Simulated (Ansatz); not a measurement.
Starting structure of a cell relaxation (symmetry kept):

```xyz
16
Lattice="6.3537 0.0000 0.0000 0.0000 6.8545 0.0000 0.0000 0.0000 4.3953" Properties=species:S:1:pos:R:3 pbc="T T T"
Y     2.3337    1.7136    0.2598
Y     0.8431    5.1409    2.4574
Y     5.5106    1.7136    1.9379
Y     4.0200    5.1409    4.1355
F     3.3211    1.7136    2.5976
F     6.2095    5.1409    0.4000
F     0.1442    1.7136    3.9953
F     3.0326    5.1409    1.7977
F     1.0496    0.4407    1.6504
F     2.1272    6.4138    3.8481
F     4.2265    2.9865    0.5472
F     5.3041    3.8680    2.7449
F     5.3041    6.4138    2.7449
F     4.2265    0.4407    0.5472
F     2.1272    3.8680    3.8481
F     1.0496    2.9865    1.6504
```

These are results of Ansatz, DFT PBEsol, scalar-relativistic, plane waves, PAW, not measurements.

Plane waves to 420 eV, a k mesh through Γ of 4×4×6 on the computed 16-atom cell and Gaussian smearing (0.02 eV); no spin polarisation.

Problem. What does it relax to?

Solution. The volume drops by 0.14 Å³/atom to 11.83 Å³/atom, and the energy falls by 0.9 meV/atom. Final structure:
```
CELL_PARAMETERS angstrom
6.32858 0.00000 0.00000
0.00000 6.83990 0.00000
0.00000 0.00000 4.37168
ATOMIC_POSITIONS crystal
Y 0.36905 0.25000 0.06116
Y 0.13095 0.75000 0.56116
Y 0.86905 0.25000 0.43884
Y 0.63095 0.75000 0.93884
F 0.52318 0.25000 0.58970
F 0.97682 0.75000 0.08970
F 0.02318 0.25000 0.91030
F 0.47682 0.75000 0.41030
F 0.16504 0.06313 0.37774
F 0.33496 0.93687 0.87774
F 0.66504 0.43687 0.12226
F 0.83496 0.56313 0.62226
F 0.83496 0.93687 0.62226
F 0.66504 0.06313 0.12226
F 0.33496 0.56313 0.87774
F 0.16504 0.43687 0.37774
```

Course of the relaxation (steps run on the plane waves of an earlier cell, and the basis is chosen afresh near the end, so energy and pressure can step there; trial steps that raised the energy were taken back; energies are free energies):

```csv
step,E − E_final (meV/atom),largest force component (eV/Å),P (GPa),V (Å³/atom)
1,0.9,0.069,-1.39,11.96
2,-0.4,0.060,0.38,11.81
3,-0.5,0.040,0.04,11.84
4,-0.6,0.003,-0.05,11.84
5,-0.6,0.002,0.00,11.84
6,0.0,0.002,-0.11,11.84
7,-0.1,0.001,-0.01,11.83
8,0.0,0.001,-0.01,11.83
```

Cost: 1 run of about 10 core-minutes, on AMD EPYC (Zen 3) (shared hosts).